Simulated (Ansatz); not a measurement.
Bi₂Se₃:
```xyz
5
Lattice="4.1377 0.0000 0.0000 -2.0688 3.5833 0.0000 0.0000 0.0000 40.0000" Properties=species:S:1:pos:R:3 pbc="T T F"
Se     0.0000     0.0000    20.0000
Bi     0.0000     2.3889    21.9439
Se     0.0000     2.3889    16.5042
Bi     2.0688     1.1944    18.0561
Se     2.0688     1.1944    23.4958
```
The layer is periodic in x and y and isolated along z.

Relaxed with r²SCAN+D4. Plane-wave PAW r²SCAN+D4 (Ansatz code) gives a gap of 1.21 eV.

Question: What gap does HSE06 give on the same cell (Ansatz, PAW)?

Answer: 1.42 eV, 0.21 eV more. The hybrid was solved on a coarser mesh and at special points; its gap is the smallest among all of these.

| k | v1 r²SCAN+D4 | c1 r²SCAN+D4 | v1 HSE06 | c1 HSE06 |
|---|---|---|---|---|
| Γ | -0.35 | 1.21 | -0.35 | 1.42 |
| M | -0.57 | 1.98 | ___ | ___ |
| K | -0.41 | 2.65 | ___ | ___ |

Question: Top valence (v1) and lowest conduction level (c1) in eV from each method's valence maximum (which need not be a listed point): supply the withheld HSE06 values.

Answer: 
- M, v1 HSE06: -0.61
- M, c1 HSE06: 2.24
- K, v1 HSE06: -0.45
- K, c1 HSE06: 2.95

Cost on shared cores: the r²SCAN+D4 run (SCF on a 12×12×1 mesh, then bands and DOS) around 8 core-minutes (rough), the HSE06 run (SCF on 6×6×1, then a few points) roughly 20 core-minutes; the tasks are unlike.

Space group P-3m1 (quintuple layer). A layer that has been made, often on a substrate. The r²SCAN+D4 relaxation kept the symmetry of its start; whether a distortion lowers the energy is not shown. Scalar-relativistic: spin–orbit coupling is off unless named, which matters more the heavier the elements.

Potentials: the later of the program's two PAW sets.
